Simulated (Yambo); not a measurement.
CaC2 (space group I4/mmm, No. 139) under isotropic strain of +2 % on all lattice vectors; a = b = c = 4.247 Å, α = β = 125.39°, γ = 80.89°. With the G0W0 scissor the direct gap on the mesh is 4.28 eV. Axes are Cartesian, with cell vectors (Å) (-1.95, 1.95, 3.23), (1.95, -1.95, 3.23), (1.95, 1.95, -3.23).

Question: Does this run resolve the lowest exciton, and if so, what are its energy and binding? (Yambo, PBEsol bands; 10×10×10 mesh, 4 valence and 2 conduction bands, static screening with 26 bands and a 4 Ry block, scissor 2.00 eV, Tamm-Dancoff.)

Answer: The mesh holds a bound state, but the numbers are provisional. These are vertical excitations (zero momentum); the indirect quasiparticle gap, about 3.11 eV, is smaller than the direct one (4.28 eV on the GW mesh). The lowest state lies at 3.80 eV (dark for light along x, 2 states within 2 meV), the direct quasiparticle gap on this mesh at 4.28 eV. Its binding energy, counted from that gap, is 0.48 eV; it spreads over about 35 k points of the mesh. Convergence with the mesh was not shown. The first optically allowed state is at 4.10 eV. The scissor comes from a G0W0 run whose convergence isn't established. 

Geometry strained from the cell relaxed with PBEsol, atoms relaxed again.

The structure is a Materials Project entry; no match was found in the copy of COD used, and its stability was not checked.
